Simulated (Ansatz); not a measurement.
ZrAg:
```cif
data_Ag2Zr2
_chemical_formula_sum 'Zr2 Ag2'
_space_group_name_H-M_alt 'P 1'
_space_group_IT_number 1
_cell_length_a 5.98036
_cell_length_b 5.98036
_cell_length_c 4.77826
_cell_angle_alpha 90.000
_cell_angle_beta 90.000
_cell_angle_gamma 151.804
loop_
_space_group_symop_operation_xyz
  'x, y, z'
loop_
_atom_site_label
_atom_site_type_symbol
_atom_site_fract_x
_atom_site_fract_y
_atom_site_fract_z
_atom_site_occupancy
Zr1 Zr 0.66420 0.33580 0.25000 1
Ag1 Ag 0.93000 0.07000 0.25000 1
Zr2 Zr 0.33580 0.66420 0.75000 1
Ag2 Ag 0.07000 0.93000 0.75000 1
```

Relaxed with PBE.

**Question.** Which orbitals make up the states near the Fermi level in PBE in the plane-wave PAW code Ansatz?

**Answer.** Within 0.5 eV of the Fermi level: Zr 4d 80 %, outside the projected shells 7 %. Projections are on Löwdin-orthogonalised atomic valence shells; empty p or d shells of many metals are not among them.

**Question.** Tabulate the density of states.

**Answer.** States/eV per cell of 4 atoms, in 0.25 eV bins, energy from the Fermi level.

```tsv
E (eV)	total	Ag 4d	Zr 4d	Zr 5s
-6.95	0.00	0.00	0.00	0.00
-6.70	0.13	0.00	0.00	0.05
-6.45	0.28	0.01	0.00	0.10
-6.20	0.49	0.07	0.01	0.15
-5.95	2.82	2.08	0.13	0.21
-5.70	11.78	9.92	0.62	0.42
-5.45	14.39	12.53	0.84	0.26
-5.20	9.23	8.13	0.41	0.32
-4.95	10.09	9.10	0.42	0.30
-4.70	10.65	9.51	0.48	0.25
-4.45	10.99	10.30	0.34	0.14
-4.20	8.17	7.51	0.28	0.14
-3.95	4.88	4.17	0.26	0.18
-3.70	1.56	0.86	0.15	0.25
-3.45	1.05	0.28	0.17	0.27
-3.20	1.21	0.26	0.27	0.27
-2.95	1.46	0.28	0.41	0.25
-2.70	1.72	0.27	0.58	0.22
-2.45	1.45	0.19	0.59	0.23
-2.20	1.49	0.18	0.68	0.27
-1.95	1.61	0.21	0.81	0.27
-1.70	2.07	0.28	1.21	0.29
-1.45	2.29	0.25	1.47	0.30
-1.20	4.23	0.34	3.03	0.46
-0.95	3.77	0.24	2.81	0.35
-0.70	3.18	0.20	2.48	0.16
-0.45	3.77	0.19	3.01	0.17
-0.20	3.86	0.21	3.11	0.14
0.05	4.31	0.20	3.56	0.15
0.30	4.74	0.19	3.77	0.23
0.55	2.97	0.14	2.26	0.15
0.80	2.45	0.11	1.80	0.12
1.05	2.85	0.12	1.93	0.18
1.30	3.23	0.14	2.25	0.16
1.55	3.05	0.14	2.22	0.16
1.80	2.28	0.11	1.79	0.12
2.05	2.47	0.11	2.06	0.09
2.30	3.71	0.14	3.13	0.14
2.55	4.00	0.15	3.38	0.14
2.80	5.11	0.18	4.33	0.16
3.05	4.08	0.10	3.49	0.17
3.30	4.29	0.09	3.64	0.24
3.55	3.00	0.06	2.33	0.27
```

Space group Cmcm. The start of the workflow was typed in or built on a structure type; neither database checked (COD, Materials Project) lists it. COD files the formula under space group No. 129. Whether it is the stable phase at ambient conditions was not checked. The cell was relaxed with PBE under the symmetry of its start; its stability against distortions is not shown here. The run is not spin-polarised. Scalar-relativistic: spin–orbit coupling is off unless named, which matters more the heavier the elements.

Potentials: the later of the program's two PAW sets.
